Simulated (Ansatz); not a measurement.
Si₂Br, before and after

The guess for Si₂Br was made by a generator: random cell by space group and Wyckoff sites (P6/mmm, No. 191). Its size is a rough estimate.

start:

Space group P6/mmm (No. 191). a = 4.449 Å, b = 4.449 Å, c = 3.875 Å, α = 90.00°, β = 90.00°, γ = 120.00°
```csv
atom,site,symmetry,x,y,z
Si,2d,-6m2,0.3333,0.6667,0.5000
Br,1a,6/mmm,0.0000,0.0000,0.0000
```

Method: Ansatz, DFT PBE, scalar-relativistic, plane waves, PAW. Cutoff 420 eV, Gaussian smearing, Γ-centred meshes. Cell and atoms relax first on a coarse mesh and then on a finer one. In between, the cell is made exact in the group found at 0.06 Å. In metals the finer mesh still leaves noise of several meV/atom or more. The steps can't lower the symmetry of their start. No spin polarisation.

end:

Space group P6/mmm (No. 191). a = 3.991 Å, b = 3.991 Å, c = 4.957 Å, α = 90.00°, β = 90.00°, γ = 120.00°
```tsv
atom	site	symmetry	x	y	z
Si	2d	-6m2	0.3333	0.6667	0.5000
Br	1a	6/mmm	0.0000	0.0000	0.0000
```

The symmetry stays P6/mmm (No. 191). The end has the AlB2 type. The volume per atom grows by 2.9 %, from 22.1 to 22.8 Å³. The shortest distance goes from 2.57 Å (Si–Si) to 2.30 Å (Si–Si). The ratio c/a of the conventional cell changes by a factor of 1.43. The energy falls by about 0.21 eV/atom (the start's value is from the coarse mesh).

```json
{"Volume per atom": "22.79 Å³", "Density": "3.30 g/cm³", "Energy over the elements": "+0.31 eV/atom", "Gap on the 12×12×10 mesh of the 3-atom cell": "0 eV (a metal)"}
```

The zero of energy is the elements' standard structures at the same level; no fitted shifts are applied. The references include crystalline Br. A positive value: parting into the elements would lower its energy.

The last run used Gaussian smearing of 0.10 eV. No dispersion correction is applied, so the spacing and binding between layers, chains or molecules are poorly described. An odd number of electrons in the primitive cell allows no gap without spin; a larger cell or a magnetic state could open one. The cell is a metal run without spin; a magnetic state may lie lower. The reference form of Br is held partly by dispersion forces, which this level lacks. A structure relaxed within its symmetry needn't be a true minimum. In all, the 3 runs took 21 s on 1 thread of Intel(R) Xeon(R) 6975P-C (Granite Rapids) (shared host). Another cell of Si2Br relaxed alike, in P2_1/m, lies 0.37 eV/atom lower, so this cell isn't the stable form at this level.
